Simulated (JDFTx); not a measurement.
An input for JDFTx (a modified build) (Ta(110), CANDLE, water, 1 M NaF; bohr, hartree) and the course of its log:

```
lattice \
  6.2547289109 3.1273644554 0.0000000000 \
  0.0000000000 4.4227612259 0.0000000000 \
  0.0000000000 0.0000000000 43.4637008664
coords-type Lattice
ion Ta 0.5000000000 0.0000000000 -0.1526363770 0
ion Ta 0.0000000000 0.0000000000 -0.0508787920 0
ion Ta 0.5000000000 0.0000000000 0.0508787920 0
ion Ta 0.0000000000 0.0000000000 0.1526363770 0
ion-species pseudo/ta_pbe_v1.upf
elec-cutoff 25 125
elec-ex-corr gga-PBE
coulomb-interaction Slab 001
coulomb-truncation-embed 0 0 0
kpoint-folding 10 10 1
elec-smearing Fermi 0.01
elec-n-bands 37
target-mu -0.176029
electronic-scf nIterations 100 energyDiffThreshold 1e-07
fluid LinearPCM
pcm-variant CANDLE
fluid-solvent H2O
fluid-cation Na+ 1
fluid-anion F- 1
fluid-minimize nIterations 400 knormThreshold 1e-11
wavefunction read f0.wfns
elec-initial-eigenvals f0.eigenvals
elec-initial-fillings read f0.fillings
fluid-initial-state f0.fluidState
dump-name f0_u0.$VAR
dump End State Ecomponents EigStats BandEigs Forces ElecDensity IonicPositions Fillings Kpoints Dtot FluidDebug BoundCharge FluidDensity
```

```
[one cycle in 5 is shown, and the last three; fluid-solver lines are left out]
	FillingsUpdate:  mu: -0.176029000  nElectrons: 49.183639
SCF: Cycle:  0   G: -221.647791541988852   dG: +3.898e+00   |Residual|: 1.345e-01   |deigs|: 7.754e-09
	FillingsUpdate:  mu: -0.176029000  nElectrons: 51.677835
SCF: Cycle:  5   G: -225.507684440998162   dG: +2.004e-02   |Residual|: 1.323e-02   |deigs|: 5.513e-04
	FillingsUpdate:  mu: -0.176029000  nElectrons: 51.768787
SCF: Cycle: 10   G: -225.535435765302651   dG: -1.100e-03   |Residual|: 7.707e-03   |deigs|: 9.603e-05
	FillingsUpdate:  mu: -0.176029000  nElectrons: 51.846829
SCF: Cycle: 15   G: -225.545467735130842   dG: -9.288e-03   |Residual|: 2.423e-03   |deigs|: 6.943e-04
	FillingsUpdate:  mu: -0.176029000  nElectrons: 51.889697
SCF: Cycle: 20   G: -225.546597926615703   dG: +2.981e-07   |Residual|: 5.566e-05   |deigs|: 1.318e-05
	FillingsUpdate:  mu: -0.176029000  nElectrons: 51.888093
SCF: Cycle: 25   G: -225.546598387924689   dG: -1.316e-07   |Residual|: 4.993e-05   |deigs|: 1.128e-05
	FillingsUpdate:  mu: -0.176029000  nElectrons: 51.888494
SCF: Cycle: 30   G: -225.546598525941562   dG: -3.433e-08   |Residual|: 2.678e-05   |deigs|: 4.771e-06
	FillingsUpdate:  mu: -0.176029000  nElectrons: 51.889439
SCF: Cycle: 35   G: -225.546598320474260   dG: +2.322e-07   |Residual|: 3.291e-05   |deigs|: 5.432e-06
	FillingsUpdate:  mu: -0.176029000  nElectrons: 51.888943
SCF: Cycle: 40   G: -225.546598542966052   dG: -1.818e-07   |Residual|: 1.092e-05   |deigs|: 5.604e-06
	FillingsUpdate:  mu: -0.176029000  nElectrons: 51.888407
SCF: Cycle: 45   G: -225.546598502377208   dG: -6.929e-07   |Residual|: 2.159e-05   |deigs|: 1.085e-05
	FillingsUpdate:  mu: -0.176029000  nElectrons: 51.888501
SCF: Cycle: 50   G: -225.546598527960811   dG: -5.775e-07   |Residual|: 1.836e-05   |deigs|: 9.485e-06
	FillingsUpdate:  mu: -0.176029000  nElectrons: 51.888586
SCF: Cycle: 55   G: -225.546598531011114   dG: -1.302e-06   |Residual|: 1.056e-05   |deigs|: 1.044e-05
	FillingsUpdate:  mu: -0.176029000  nElectrons: 51.888781
SCF: Cycle: 60   G: -225.546598480611038   dG: +3.524e-08   |Residual|: 4.026e-05   |deigs|: 4.111e-06
	FillingsUpdate:  mu: -0.176029000  nElectrons: 51.889131
SCF: Cycle: 65   G: -225.546598508510755   dG: +3.682e-08   |Residual|: 2.626e-05   |deigs|: 3.613e-06
	FillingsUpdate:  mu: -0.176029000  nElectrons: 51.886238
SCF: Cycle: 70   G: -225.546594978657907   dG: +3.483e-06   |Residual|: 1.255e-04   |deigs|: 2.019e-05
	FillingsUpdate:  mu: -0.176029000  nElectrons: 51.888527
SCF: Cycle: 75   G: -225.546598528216208   dG: -2.358e-07   |Residual|: 1.295e-05   |deigs|: 4.174e-06
	FillingsUpdate:  mu: -0.176029000  nElectrons: 51.888360
SCF: Cycle: 80   G: -225.546598496906483   dG: -1.946e-08   |Residual|: 3.312e-05   |deigs|: 5.901e-06
	FillingsUpdate:  mu: -0.176029000  nElectrons: 51.888604
SCF: Cycle: 85   G: -225.546598532236544   dG: -2.579e-07   |Residual|: 1.043e-05   |deigs|: 4.200e-06
	FillingsUpdate:  mu: -0.176029000  nElectrons: 51.888697
SCF: Cycle: 90   G: -225.546598551482560   dG: -4.021e-08   |Residual|: 7.027e-06   |deigs|: 2.090e-06
	FillingsUpdate:  mu: -0.176029000  nElectrons: 51.888599
SCF: Cycle: 95   G: -225.546598530815515   dG: -1.187e-07   |Residual|: 1.083e-05   |deigs|: 2.483e-06
	FillingsUpdate:  mu: -0.176029000  nElectrons: 51.888477
SCF: Cycle: 97   G: -225.546598508345994   dG: -7.084e-08   |Residual|: 4.127e-05   |deigs|: 6.279e-06
	FillingsUpdate:  mu: -0.176029000  nElectrons: 51.892705
SCF: Cycle: 98   G: -225.546589078995737   dG: +9.429e-06   |Residual|: 1.973e-04   |deigs|: 3.179e-05
	FillingsUpdate:  mu: -0.176029000  nElectrons: 51.888398
SCF: Cycle: 99   G: -225.546598504633721   dG: -9.426e-06   |Residual|: 2.666e-05   |deigs|: 3.353e-05
SCF: None of the convergence criteria satisfied after 100 iterations.
IonicMinimize: Iter:   0  G: -225.546598504633721  |grad|_K:  0.000e+00
IonicMinimize: Converged (|grad|_K<1.000000e-04).
```

This run gave no converged result. The loop ran out of cycles short of its threshold. It has stalled and not diverged: the last ten energies span 9e-06 Ha, so the total is near its end, but levels, forces and the electron count aren't shown converged.
